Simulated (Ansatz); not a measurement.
Rb:
```cif
data_Rb2
_chemical_formula_sum 'Rb2'
_space_group_name_H-M_alt 'Im-3m'
_space_group_IT_number 229
_space_group_name_Hall '-I 4 2 3'
_cell_length_a 5.72264
_cell_length_b 5.72264
_cell_length_c 5.72264
_cell_angle_alpha 90.000
_cell_angle_beta 90.000
_cell_angle_gamma 90.000
loop_
_atom_site_label
_atom_site_type_symbol
_atom_site_symmetry_multiplicity
_atom_site_Wyckoff_symbol
_atom_site_fract_x
_atom_site_fract_y
_atom_site_fract_z
_atom_site_occupancy
Rb1 Rb 2 a 0.00000 0.00000 0.00000 1
```
(The calculation used a cell of 1 atom; values per cell refer to that cell.)

Relaxed with r²SCAN+D4.

**Question.** Which orbitals make up the states near the Fermi level in plane-wave PAW r²SCAN+D4 (Ansatz code)?

**Answer.** Within 0.5 eV of the Fermi level: Rb 5s 84 %, outside the projected shells 16 %. Projections are on Löwdin-orthogonalised atomic valence shells; empty p or d shells of many metals are not among them.

**Question.** Tabulate the density of states.

**Answer.** States/eV per cell of 1 atom, in 0.25 eV bins, energy from the Fermi level.

```tsv
E (eV)	total	Rb 5s	Rb 4p
-7.85	0.00	0.00	0.00
-7.60	0.00	0.00	0.00
-7.35	0.00	0.00	0.00
-7.10	0.00	0.00	0.00
-6.85	0.00	0.00	0.00
-6.60	0.00	0.00	0.00
-6.35	0.00	0.00	0.00
-6.10	0.00	0.00	0.00
-5.85	0.00	0.00	0.00
-5.60	0.00	0.00	0.00
-5.35	0.00	0.00	0.00
-5.10	0.00	0.00	0.00
-4.85	0.00	0.00	0.00
-4.60	0.00	0.00	0.00
-4.35	0.00	0.00	0.00
-4.10	0.00	0.00	0.00
-3.85	0.00	0.00	0.00
-3.60	0.00	0.00	0.00
-3.35	0.00	0.00	0.00
-3.10	0.00	0.00	0.00
-2.85	0.00	0.00	0.00
-2.60	0.00	0.00	0.00
-2.35	0.00	0.00	0.00
-2.10	0.02	0.02	0.00
-1.85	0.19	0.19	0.00
-1.60	0.30	0.29	0.00
-1.35	0.38	0.38	0.00
-1.10	0.47	0.45	0.01
-0.85	0.55	0.53	0.01
-0.60	0.63	0.60	0.01
-0.35	0.71	0.66	0.01
-0.10	0.81	0.71	0.01
0.15	0.95	0.78	0.00
0.40	1.08	0.80	0.00
0.65	0.96	0.53	0.00
0.90	1.43	0.27	0.00
1.15	1.73	0.23	0.00
1.40	1.68	0.09	0.00
1.65	1.41	0.09	0.00
1.90	1.36	0.09	0.00
2.15	1.38	0.09	0.00
2.40	1.49	0.09	0.00
2.65	1.76	0.10	0.00
2.90	2.22	0.11	0.00
3.15	1.45	0.05	0.00
3.40	1.70	0.05	0.00
3.65	1.37	0.06	0.00
3.90	1.38	0.06	0.00
4.15	1.70	0.06	0.00
4.40	2.48	0.07	0.00
4.65	2.75	0.03	0.00
```

The cell was relaxed with r²SCAN+D4 under the symmetry of its start. The pairwise dispersion correction was not fitted to metals. Spin–orbit coupling is left out wherever it is not named.

Potentials: the earlier of the program's two PAW sets.
